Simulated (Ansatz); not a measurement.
## Collinear states of IrO

Theory: DFT PBE+U, scalar-relativistic, plane waves, PAW (Ansatz 0.2.0).

```
Ir O
1.0
     3.22305    0.00000    0.00000
    -1.61152    2.79124    0.00000
     0.00000    0.00000    5.33887
Ir O
2 2
Direct
  0.00000 0.00000 0.00000
  0.00000 0.00000 0.50000
  0.33333 0.66667 0.25000
  0.66667 0.33333 0.75000
```

- plane-wave cutoff: 420 eV
- Γ-centred k-mesh: 18×18×8
- occupation rule: Gaussian smearing, 0.05 eV
- U_eff on Löwdin-orthogonalised atomic d orbitals: Ir 4 eV
- list of starting moments (μB, in atom order): 2.5 2.5 0 0
- check for lower electronic states after the SCF: on

All runs keep this geometry, which isn't relaxed for the lowest state (largest force there 0.000 eV/Å, pressure 8.0 GPa) and needn't be a stable compound; relaxing each order would shift the differences by some 10 meV/atom, going by the pressures and a bulk modulus of about 150 GPa. Spin–orbit coupling is left out, which for heavy magnetic ions can matter as much as these differences. Site moments are spin moments in atom-centred spheres that scale with the neighbour distance. The states are those that the runs reached from these starts; a lower one can exist. No antiferromagnetic start is among these.

**Question.** Starts tried: no spin; large parallel starting moments. Which state comes out lowest, and what are the moments?

**Answer.** The lowest state is ferromagnetic, reached from the start “large parallel starting moments”, with site moments (μB) Ir +1.08 (×2).

| start | ends | energy above lowest (meV/atom) | site moments (μB) | gap on mesh (eV) | P (GPa) |
| --- | --- | --- | --- | --- | --- |
| no spin | non-magnetic | 200 | none over 0.05 | metal | 3.8 |
| large parallel starting moments | ferromagnetic | 0.00 | Ir +1.08 (×2) | metal | 8.0 |

Cost: 2 runs of about 1.6 core-minutes in all, on Intel Xeon 6975P-C (Granite Rapids) (shared hosts).